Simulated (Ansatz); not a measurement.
**CoSi$_{32}$: course of a relaxation**

These are results of DFT PBE, scalar-relativistic, plane waves, PAW in Ansatz 0.2.0, not measurements. Run with 420 eV cutoff, 2×2×2 k-mesh, shifted by half a step, Gaussian smearing of 0.02 eV, collinear spin.

What was changed: Co interstitial, charge +0, atoms relaxed.

In a supercell of 33 atoms the defect feels its periodic images.

Command:

```bash
ansatz run input.yaml --threads 4 --pin off --max-ram 10240MiB --backend cpu --events-out ev --progress --plain --runs-dir out
```

Input:

```yaml
crystal:
  lattice:
    - [5.4700937624, -5.4700937624, 5.4700937624]
    - [-5.4700937624, 5.4700937624, 5.4700937624]
    - [-5.4700937624, -5.4700937624, -5.4700937624]
  atoms:
    - { symbol: Si, position: [0.25, 0.0, 0.0] }
    - { symbol: Si, position: [0.5, 0.0, 0.75] }
    - { symbol: Si, position: [0.75, 0.0, 0.5] }
    - { symbol: Si, position: [0.0, 0.25, 0.0] }
    - { symbol: Si, position: [0.25, 0.25, 0.75] }
    - { symbol: Si, position: [0.0, 0.0, 0.25] }
    - { symbol: Si, position: [0.75, 0.5, 0.0] }
    - { symbol: Si, position: [0.5, 0.25, 0.5] }
    - { symbol: Si, position: [0.75, 0.25, 0.25] }
    - { symbol: Si, position: [0.0, 0.5, 0.75] }
    - { symbol: Si, position: [0.5, 0.75, 0.0] }
    - { symbol: Si, position: [0.25, 0.5, 0.5] }
    - { symbol: Si, position: [0.75, 0.75, 0.75] }
    - { symbol: Si, position: [0.5, 0.5, 0.25] }
    - { symbol: Si, position: [0.0, 0.75, 0.5] }
    - { symbol: Si, position: [0.25, 0.75, 0.25] }
    - { symbol: Si, position: [0.25, 0.0, 0.25] }
    - { symbol: Si, position: [0.5, 0.0, 0.0] }
    - { symbol: Si, position: [0.75, 0.0, 0.75] }
    - { symbol: Si, position: [0.0, 0.25, 0.25] }
    - { symbol: Si, position: [0.25, 0.25, 0.0] }
    - { symbol: Si, position: [0.0, 0.0, 0.5] }
    - { symbol: Si, position: [0.75, 0.5, 0.25] }
    - { symbol: Si, position: [0.5, 0.25, 0.75] }
    - { symbol: Si, position: [0.75, 0.25, 0.5] }
    - { symbol: Si, position: [0.0, 0.5, 0.0] }
    - { symbol: Si, position: [0.5, 0.75, 0.25] }
    - { symbol: Si, position: [0.25, 0.5, 0.75] }
    - { symbol: Si, position: [0.75, 0.75, 0.0] }
    - { symbol: Si, position: [0.5, 0.5, 0.5] }
    - { symbol: Si, position: [0.0, 0.75, 0.75] }
    - { symbol: Si, position: [0.25, 0.75, 0.5] }
    - { symbol: Co, position: [0.0036471589, -0.0121219534, -0.0089547886], spin: 3.0 }
basis:
  ecutwfc: 420
  xc_grid: 2
kpoints:
  mp_grid: { grid: [2, 2, 2], shift: [0.5, 0.5, 0.5] }
hamiltonian:
  xc: pbe
scf:
  occupations: { method: gaussian, width: 0.02 }
output:
  forces: true
  stress: false
  eigenvalues: true
  populations: true
  write_density: true
  write_potential: true
  elf: true
  volumetric_format: npy
magnetization:
  spin_polarized: true
relax:
  adjacent_minimum: "off"
  f_tol: 0.02
  max_steps: 60
```

F is the free energy.

Steps:

| step | F − F(1) (eV) | largest force component (eV/Å) |
| --- | --- | --- |
| 1 | 0.0000 | 0.535 |
| 2 | -0.0465 | 0.266 |
| 3 | -0.0606 | 0.150 |
| 4 | -0.0696 | 0.013 |
| 5 | -0.0696 | 0.013 |

Relaxed structure:

```xyz
33
Lattice="5.4701 -5.4701 5.4701 -5.4701 5.4701 5.4701 -5.4701 -5.4701 -5.4701" Properties=species:S:1:pos:R:3 pbc="T T T"
Si    1.3947   -1.3935    1.3920
Si   -1.3615   -6.8454   -1.3634
Si    1.3688   -6.8459    1.3654
Si   -1.3864    1.3876    1.3902
Si   -4.1010   -4.1057   -1.3742
Si   -1.3856   -1.3902   -1.3877
Si    1.3688   -1.3668    6.8442
Si   -1.3614   -4.0980    1.3635
Si    1.3757   -4.1071    4.1059
Si   -6.8406   -1.3650   -1.3636
Si   -1.3615    1.3622    6.8442
Si   -4.0943   -1.3653    1.3640
Si   -4.0736   -4.0783    4.0770
Si   -1.3614   -1.3647    4.0966
Si   -6.8407    1.3625    1.3639
Si   -4.1011    1.3724    4.1045
Si    0.0051   -2.7210    0.0002
Si    2.7517   -2.7504    2.7493
Si    0.0047   -8.2231   -0.0002
Si   -2.7168   -0.0008    0.0001
Si    0.0047   -0.0014    2.7194
Si   -2.7413   -2.7481   -2.7470
Si    0.0028   -2.7358    5.4702
Si   -2.7325   -5.4715   -0.0001
Si    0.0030   -5.4716    2.7345
Si   -2.7420    2.7464    2.7476
Si   -2.7324   -0.0013    5.4703
Si   -5.4673   -2.7371    0.0000
Si    0.0052   -0.0011    8.2216
Si   -2.7176   -2.7214    2.7202
Si   -8.2192   -0.0012    0.0000
Si   -5.4674   -0.0014    2.7357
Co    0.0146    0.0038   -0.0006
```

The run converged. The run took 93 s on 4 threads of Intel(R) Xeon(R) Platinum 8488C (Sapphire Rapids), on a shared host, peak memory 1.9 GiB.